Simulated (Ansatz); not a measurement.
**MgO2: the gap against volume**

MgO2, Pa-3, a = 4.841 Å. The structure is a Materials Project entry; whether it is the stable form wasn't checked. Ansatz: PBEsol, PAW, 420 eV, Γ-centred 6×6×6 mesh on 12 atoms, Gaussian smearing 0.02 eV; no spin polarisation. Shape and atoms are relaxed at each volume; x = ln(V/V0) with V0 = 9.453 Å³/atom. The gap is read at the mesh points alone.

| x | gap y (eV) |
| --- | --- |
| -0.0619 | ? |
| -0.0305 | 4.080 |
| 0.0000 | 3.975 |
| 0.0296 | 3.877 |
| 0.0583 | 3.782 |

Task: Fit a straight line to the other rows, give the volume deformation potential of the gap and its pressure coefficient, and predict the missing gap. B0 = 135.8 GPa.

Result: Means x = 0.01435, y = 3.9285; Σ(Δx)² = 0.004382, ΣΔxΔy = -0.01469; the slope is their ratio. y = 3.9766 − 3.3518 x. The slope is the deformation potential a = dE_g/d ln V = -3.35 eV, and dE_g/dP = −a/B0 = 24.7 meV/GPa. At x = -0.0619 the fit asked for gives 4.184 eV. The run gave 4.193 eV, so the fit is 0.009 eV too low, 2.2 % of the span of the series, against an rms of 0.001 eV on the fitted rows. The row lies outside the fitted range. With a term in x² added, a fit to the same known rows predicts 4.189 eV, which recovers part of the miss; the known rows don't hold the rest.

Semilocal functionals give gaps under the measured ones; changes of the gap mostly carry over better.